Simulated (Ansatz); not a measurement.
### Question
Ga (α-Ga, space group No. 64) is relaxed with PBEsol (plane waves, PAW; program Ansatz). What lattice parameters of the conventional cell result?

### Answer
a = 4.479 Å, b = 7.596 Å, c = 4.486 Å.

### Question
Give the free coordinates with the occupied sites.

### Answer
In one choice of origin and axes:

| atom | site | symmetry | x | y | z |
|---|---|---|---|---|---|
| Ga | 8f | m.. | 0.0000 | 0.3441 | 0.4166 |

Space group Cmce (α-Ga). Symmetry was held in the PBEsol relaxation. Axis ratios of metals converge slowly with the k-mesh, so a and c are less sure than the volume.

Potentials: the earlier of the program's two PAW sets. The files were generated under PBE; for other functionals the program regenerates the frozen cores, and for LDA and PBEsol the local potential too.
